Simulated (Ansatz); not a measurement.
CuI:
Space group P6₃mc (No. 186); a = 4.2448 Å, b = 4.2448 Å, c = 7.0031 Å, α = 90.00°, β = 90.00°, γ = 120.00°

```tsv
atom	site	symmetry	x	y	z
Cu	2b	3m.	0.3333	0.6667	0.3733
I	2b	3m.	0.3333	0.6667	0.0017
```

Relaxed with r²SCAN.

Task: Which orbitals make up the states near the band edges in r²SCAN in the plane-wave PAW code Ansatz?

Result: Top 1 eV of the valence band: Cu 3d 65 %, I 5p 32 %. Bottom 1 eV of the conduction band: Cu 4s 64 %, I 5s 16 %, I 5p 12 %, outside the projected shells 7 %. Projections are on Löwdin-orthogonalised atomic valence shells; empty p or d shells of many metals are not among them.

Task: Tabulate the density of states.

Result: States/eV per cell of 4 atoms, in 0.25 eV bins, energy from the valence-band maximum.

```tsv
E (eV)	total	Cu 3d	I 5p	Cu 4s
-7.85	0.00	0.00	0.00	0.00
-7.60	0.00	0.00	0.00	0.00
-7.35	0.00	0.00	0.00	0.00
-7.10	0.00	0.00	0.00	0.00
-6.85	0.00	0.00	0.00	0.00
-6.60	0.00	0.00	0.00	0.00
-6.35	0.00	0.00	0.00	0.00
-6.10	0.00	0.00	0.00	0.00
-5.85	1.98	0.06	1.48	0.42
-5.60	6.83	0.26	5.00	1.46
-5.35	3.82	0.27	2.75	0.70
-5.10	1.46	0.18	1.02	0.20
-4.85	1.78	0.23	1.39	0.11
-4.60	4.13	0.56	3.37	0.13
-4.35	5.05	0.97	3.93	0.10
-4.10	9.38	2.34	6.85	0.08
-3.85	13.58	4.54	8.88	0.03
-3.60	0.00	0.00	0.00	0.00
-3.35	0.00	0.00	0.00	0.00
-3.10	0.00	0.00	0.00	0.00
-2.85	0.00	0.00	0.00	0.00
-2.60	0.00	0.00	0.00	0.00
-2.35	0.00	0.00	0.00	0.00
-2.10	9.56	9.40	0.04	0.04
-1.85	29.51	28.86	0.23	0.17
-1.60	10.67	9.67	0.66	0.07
-1.35	8.91	7.30	1.33	0.07
-1.10	8.72	6.39	2.05	0.06
-0.85	6.80	4.58	2.03	0.04
-0.60	3.52	2.19	1.24	0.02
-0.35	1.80	1.04	0.72	0.01
-0.10	0.51	0.28	0.23	0.00
0.15	0.00	0.00	0.00	0.00
0.40	0.00	0.00	0.00	0.00
0.65	0.00	0.00	0.00	0.00
0.90	0.00	0.00	0.00	0.00
1.15	0.00	0.00	0.00	0.00
1.40	0.00	0.00	0.00	0.00
1.65	0.00	0.00	0.00	0.00
1.90	0.01	0.00	0.00	0.01
2.15	0.06	0.00	0.00	0.04
2.40	0.11	0.00	0.01	0.07
2.65	0.30	0.00	0.04	0.17
2.90	1.66	0.02	0.22	0.75
3.15	3.27	0.04	0.47	1.39
3.40	4.13	0.05	0.63	1.74
3.65	3.85	0.05	0.58	1.45
3.90	1.48	0.02	0.27	0.60
4.15	0.97	0.01	0.18	0.38
4.40	1.60	0.02	0.17	0.37
4.65	4.85	0.04	0.34	0.67
4.90	3.27	0.03	0.19	0.38
5.15	3.06	0.02	0.19	0.40
5.40	2.31	0.01	0.09	0.16
5.65	2.28	0.01	0.06	0.09
```

Space group P6_3mc (wurtzite). The workflow started from a Materials Project entry (that database holds measured and hypothetical structures alike); the Crystallography Open Database files this formula in space group No. 186, but the cells were not matched. It is not the phase usual at ambient conditions (space group No. 216). The r²SCAN relaxation kept the symmetry of its start; its stability against distortions is not shown here. The run is not spin-polarised. Spin–orbit coupling is left out wherever it is not named.

Potentials: the later of the program's two PAW sets.
